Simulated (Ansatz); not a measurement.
CeO2:
```xyz
3
Lattice="0.0000 2.6794 2.6794 2.6794 0.0000 2.6794 2.6794 2.6794 0.0000" Properties=species:S:1:pos:R:3 pbc="T T T"
Ce     0.0000     0.0000     0.0000
O      1.3397     1.3397     1.3397
O      4.0192     4.0192     4.0192
```

Relaxed with LDA. Special points in fractions of this cell's reciprocal vectors: Γ (0.000, 0.000, 0.000); X (0.500, 0.000, 0.500); U (0.625, 0.250, 0.625); K (0.375, 0.375, 0.750); L (0.500, 0.500, 0.500); W (0.500, 0.250, 0.750).

### Question
List the band energies nearest the valence-band maximum at these points for LDA (plane waves, PAW; program Ansatz).

### Answer
In eV from the valence-band maximum; about four levels below and three above (degenerate sets whole), none deeper than 8.9 eV; points with the same levels are listed once.

```csv
k,below,above
Γ,-4.12 -4.12 -4.12 -0.71 -0.71 -0.71,2.33 2.33 2.33
X,-1.21 -1.21 -0.90 -0.90 -0.71,2.01 2.15 2.15
U,-1.56 -1.33 -0.86 -0.36,2.08 2.19 2.20
L,-1.33 -1.30 -0.85 -0.85,1.98 2.19 2.19
W,-1.11 -1.11 -0.83 -0.76,2.07 2.20 2.20
```

Space group Fm-3m (fluorite). The LDA relaxation kept the symmetry of its start. The run is not spin-polarised. The 4f shell is in the valence. No Hubbard U is applied. Spin–orbit coupling is left out wherever it is not named.

Potentials: the earlier of the program's two PAW sets. The files were generated under PBE; for other functionals the program regenerates the frozen cores, and for LDA and PBEsol the local potential too.
